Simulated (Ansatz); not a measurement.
K$_{2}$HfF$_{6}$:
Space group Fm-3m (No. 225); a = 8.1965 Å, b = 8.1965 Å, c = 8.1965 Å, α = 90.00°, β = 90.00°, γ = 90.00°

| atom | site | symmetry | x | y | z |
|---|---|---|---|---|---|
| K | 8c | -43m | 0.2500 | 0.2500 | 0.2500 |
| Hf | 4a | m-3m | 0.0000 | 0.0000 | 0.0000 |
| F | 24e | 4m.m | 0.0000 | 0.0000 | 0.2408 |
(The calculation used a cell of 9 atoms; values per cell refer to that cell.)

Relaxed with LDA.

**Question.** Give the optical modes at the zone centre with their infrared and Raman activity from DFPT, the program Ansatz at the LDA level (PAW).

**Answer.** Transverse frequencies, without the LO–TO term; a row sums one degenerate level.

```csv
ω (cm⁻¹),degeneracy,IR ((D/Å)²/amu),Raman (Å⁴/amu),activity,symmetry
83i,3,0.00,0,silent,T1g
82,3,10.23,0,IR,T1u
90,3,0.00,0,silent,T2u
94,3,0.00,3.2,Raman,T2g
176,3,7.00,0,IR,T1u
242,3,0.00,13,Raman,T2g
521,3,21.94,0,IR,T1u
523,2,0.00,0.17,Raman,Eg
614,1,0.00,38,Raman,A1g
```

**Question.** How high does the top mode go among those that the LO–TO term moves?

**Answer.** 575 cm⁻¹ for q along x.

The workflow started from a Materials Project entry (that database holds measured and hypothetical structures alike); the Crystallography Open Database copy checked does not list it. Its standing as an ambient phase is unchecked. The LDA relaxation kept the symmetry of its start. At this level the phase is dynamically unstable (imaginary phonons). The run is not spin-polarised. Spin–orbit coupling is left out wherever it is not named.

Potentials: the later of the program's two PAW sets.
